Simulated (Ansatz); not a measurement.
ZnS:
```xyz
2
Lattice="0.0000 2.6782 2.6782 2.6782 0.0000 2.6782 2.6782 2.6782 0.0000" Properties=species:S:1:pos:R:3 pbc="T T T"
Zn     0.0000     0.0000     0.0000
S      4.0173     4.0173     4.0173
```

Relaxed with PBEsol. Special points in fractions of this cell's reciprocal vectors: Γ (0.000, 0.000, 0.000); X (0.500, 0.000, 0.500); U (0.625, 0.250, 0.625); K (0.375, 0.375, 0.750); L (0.500, 0.500, 0.500); W (0.500, 0.250, 0.750).

Question: List the band energies nearest the valence-band maximum at these points for PBEsol in the plane-wave PAW code Ansatz.

Answer: In eV from the valence-band maximum; about four levels below and three above (degenerate sets whole), none deeper than 8.9 eV; points with the same levels are listed once.

| k | below | above |
|---|---|---|
| Γ | -5.96 -5.96 0.00 0.00 0.00 | 2.08 6.25 6.25 6.25 |
| X | -5.73 -4.71 -2.35 -2.35 | 3.17 3.95 10.99 |
| U | -5.59 -4.80 -3.29 -1.91 | 3.95 5.91 9.28 |
| L | -5.75 -5.54 -0.92 -0.92 | 3.23 6.78 6.78 |
| W | -5.53 -4.77 -2.93 -2.86 | 5.54 6.08 7.78 |

Space group F-43m (zinc blende). The PBEsol relaxation kept the symmetry of its start.

Potentials: the earlier of the program's two PAW sets. The files were generated under PBE; for other functionals the program regenerates the frozen cores, and for LDA and PBEsol the local potential too.
